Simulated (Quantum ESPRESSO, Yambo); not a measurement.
Li₄SrP₂ (space group R-3m, No. 166): one geometry, one set of PBEsol (pw.x of Quantum ESPRESSO, ONCV potentials, scalar-relativistic) orbitals, self-energies from Yambo (4×4×4 Γ-centred k mesh, bands 5 to 128 and a 6 Ry block in the screening, 128 bands in G with the Bruneval-Gonze terminator, plasmon pole fitted at 27.2 eV).

```
level                                                        gap Γ → F (eV)  direct gap at Γ (eV)
-----------------------------------------------------------  --------------  --------------------
PBEsol (Quantum ESPRESSO)                                              0.90                  1.66
exchange only (Hartree-Fock self-energy on PBEsol orbitals)            6.80                  7.71
static COHSEX@PBEsol                                                    ___                   ___
G0W0@PBEsol, plasmon pole                                               ___                   ___
```

Question: Complete the blanks.

Answer: 
- static COHSEX@PBEsol, gap Γ → F (eV): 2.56
- static COHSEX@PBEsol, direct gap at Γ (eV): 3.34
- G0W0@PBEsol, plasmon pole, gap Γ → F (eV): 1.81
- G0W0@PBEsol, plasmon pole, direct gap at Γ (eV): 2.60

Bare exchange has no screening and gives the widest gap; static COHSEX screens it but leaves out the frequency dependence, which G0W0 restores.

Convergence of the G0W0 settings was not tested.

Geometry of the Materials Project entry, not relaxed at this level; primitive cell a = 8.2236 Å, b = 8.2236 Å, c = 8.2236 Å, α = 30.12°, β = 30.12°, γ = 30.12°.

The structure is a Materials Project entry; no match was found in the copy of COD used, and its stability was not checked.
